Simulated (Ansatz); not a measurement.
The elements of this relaxed trial crystal are hidden behind letters.

```
lattice vectors (Å)
   5.3577    0.0000    0.0000
  -2.6789    4.6399    0.0000
   0.0000    0.0000    6.4585
fractional positions
X 0.0000 0.0000 0.0000
Z 0.0000 0.0000 0.5000
Z 0.3333 0.6667 0.0000
Z 0.3333 0.6667 0.5000
Q 0.6667 0.3333 0.2334
Q 0.6667 0.3333 0.7666
```

These are results of DFT PBE, scalar-relativistic, plane waves, PAW (Ansatz 0.2.0), not measurements. Cutoff 420 eV, Γ-centred 12×12×6 mesh (6-atom cell), Gaussian smearing of 0.10 eV, no spin polarisation.

```
Space group                                : P-6m2 (No. 187)
Conventional cell                          : a = 5.358 Å, c = 6.458 Å
Volume per atom                            : 26.76 Å³
Density                                    : 6.36 g/cm³
Formation energy                           : +0.17 eV/atom
Gap on the 12×12×6 mesh of the 6-atom cell : 0 eV (a metal)
```

Energies are uncorrected and count from the elements' standard states at the same level.

Task: X is a p-block element of period 3, Z is a p-block element of period 5 and Q is a p-block element of period 5. Which elements are they?

Result: X = Al, Z = In, Q = Sb, so the formula is AlIn3Sb2. Density times volume gives a mean mass of 6.36 × 26.76/1.6605 = 102.5 u per atom, and this set has 102.5 u. Around Al lie 5 In at 3.09–3.23 Å and 6 Sb at 3.44 Å; around In on its first site lie 3 In at 3.09 Å, 2 Al at 3.23 Å and 6 Sb at 3.54 Å; Sb is surrounded by 1 Sb at 3.02 Å, 3 Al at 3.44 Å, 9 In at 3.44–3.54 Å and 1 Sb at 3.44 Å; 2 more sites not described. Other sets within the hints have nearly the same mass, so mass alone doesn't settle it; this one was computed.

Spin–orbit coupling, which can matter for Sb, is left out. Symmetry constrained the relaxation, so the result can be a saddle point.
